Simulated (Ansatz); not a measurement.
Starting cell, BAs (zinc blende):

```xyz
4
Lattice="0.0000 4.7839 4.7839 2.3920 2.3920 4.7839 2.3920 2.3920 0.0000" Properties=species:S:1:pos:R:3 pbc="T T T"
As     3.5879     3.5879     3.5879
As     3.5879     5.9799     5.9799
B      0.0000     0.0000     0.0000
B      2.3920     4.7839     7.1759
```

The atoms are displaced by Q × the pattern below (from a DFPT mode at X = (0.5, 0.5, 0.0), largest move 1; Q in Å), at fixed cell. (q is in reciprocal vectors of the primitive cell; the cell shown is doubled to hold the pattern.)

| atom | x | y | z |
|---|---|---|---|
| B3 | 0.000 | 0.000 | -1.000 |
| B4 | 0.000 | 0.000 | 1.000 |

Atoms not listed stay in place.

The numbers are results of r2SCAN (plane waves to 500 eV, PAW, scalar-relativistic; Ansatz, a program for electronic structure), not measurements. k mesh 12×12×12 (Γ-centred), Fermi-Dirac smearing 0.05 eV. The energy includes the smearing's −TS. BAs was relaxed with its symmetry unable to fall. The zero of ΔE is the undisplaced structure.

```tsv
Q (Å)	ΔE (meV/cell)
-0.180	withheld
-0.150	481
-0.120	309
-0.090	174
-0.060	78
-0.030	19
0.000	0
0.030	19
0.060	78
0.090	174
0.120	309
0.150	481
0.180	withheld
```

Fit an even polynomial form (powers 2, 4) to the given rows and predict ΔE at Q = -0.180.

Least squares on the 11 given rows: ΔE = (21590)·Q² + (-9257)·Q⁴, in meV/cell with Q in Å; root-mean-square residual 0.3 meV/cell. At -0.180 the fit gives 690 meV/cell; the calculation gives 691 meV/cell, so the extrapolation is off by -1 (-0.1 %). The quadratic term alone would give 700 meV/cell.

(For displaced atoms, the force is minus the slope of the energy, and its curvature is a force constant, which sets phonon frequencies.)
